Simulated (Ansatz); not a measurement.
# Is this Zn2Cd3Se5 structure a true minimum?

The structure comes from a generated guess, relaxed at this level; another structure or a mixture of phases may lie lower.

Level of theory: DFT PBE, scalar-relativistic, plane waves, PAW (Ansatz 0.2.0). Plane waves to 420 eV, a k mesh through Γ of 10×10×10 on the computed 10-atom cell and Gaussian smearing (0.02 eV); no spin polarisation.

The cell below (10 atoms, space group I-4m2 (No. 119)) is relaxed within its symmetry.

```
CELL_PARAMETERS angstrom
-2.11525 2.11525 15.15741
2.11525 -2.11525 15.15741
2.11525 2.11525 -15.15741
ATOMIC_POSITIONS crystal
Zn 0.90172 0.90172 0.00000
Zn 0.09828 0.09828 0.00000
Cd 0.69658 0.69658 0.00000
Cd 0.30343 0.30343 0.00000
Cd 0.50000 0.50000 0.00000
Se 0.25000 0.75000 0.50000
Se 0.85711 0.35711 0.50000
Se 0.44633 0.94633 0.50000
Se 0.05367 0.55367 0.50000
Se 0.64289 0.14289 0.50000
```

For the test it was strained at random (σ = 1.5 % a component), the atoms were moved at random (σ = 0.05 Å), and all was relaxed again on a coarse 4×4×4 mesh (in the run’s order of axes) with 0.10 eV smearing, with no symmetry imposed.

Q: Is the structure stable against such a distortion?

A: It returns, within 1 meV/atom of the unmoved cell on that mesh and with the same symmetry when read at 0.1 Å (C2 at 0.01 Å, so small strains and shifts remain). No instability shows in this cell; modes of other wave vectors, which need another repeat, aren't tested.
